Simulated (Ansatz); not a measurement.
What DFT gives for AgAuCl$_{3}$

```xyz
10
Lattice="0.0000 6.6609 0.0000 2.9129 -3.3304 5.0557 4.9223 3.3304 -5.0557" Properties=species:S:1:pos:R:3 pbc="T T T"
Cl    3.7191    3.3304   -2.1001
Cl    4.1161    3.3304    2.1001
Au    0.0000    0.0000    0.0000
Ag    4.4799    6.6609   -2.3640
Ag    3.3554    0.0000    2.3640
Au    3.9176    3.3304    0.0000
Cl    1.5351    1.5753    0.4368
Cl    6.3002    1.5753   -0.4368
Cl    6.3002    5.0856   -0.4368
Cl    1.5351    5.0856    0.4368
```

Method: PBE, no spin polarisation; PAW, plane waves to 420 eV, 5×5×5 Γ-centred mesh, methfessel-paxton occupations (width 0.0122 eV) (Ansatz 0.2.0), atoms fixed.

Q: Is there a gap, and of what kind?

A: The gap is 1.08 eV, indirect (the least direct gap found is 1.14 eV). A semilocal functional usually gives too small a gap.

Q: Is the cell too large or too small?

A: The pressure is 5.4 GPa (compression positive), so with the atoms held at these fractions the cell would first expand; the forces are large, so a full relaxation may end otherwise. The principal stresses 3.0, 3.6, 9.6 GPa differ, so its shape would change too.

Q: Which orbitals make up the band edges?

A: Within 0.7 eV of the edges, the states project mainly on Cl p (53 %) and Au d (35 %) below the gap and on Cl p (54 %) and Au d (30 %) above it.

Q: What do density and ELF say about some of the short contacts?

A: Cl–Au at 2.11 Å: least valence density 1.05 e/Å³ and ELF 0.35 there. Ag–Cl at 3.08 Å: least valence density 0.12 e/Å³ and ELF 0.07 there. These are pseudo-fields; inside the PAW spheres they differ from the all-electron ones.

Origin: a known structure type with other elements, at an estimated volume, so it need not be a known compound. Caveats: no spin-orbit coupling, which can shift this gap by tenths of an eV; atoms or cell far from equilibrium.
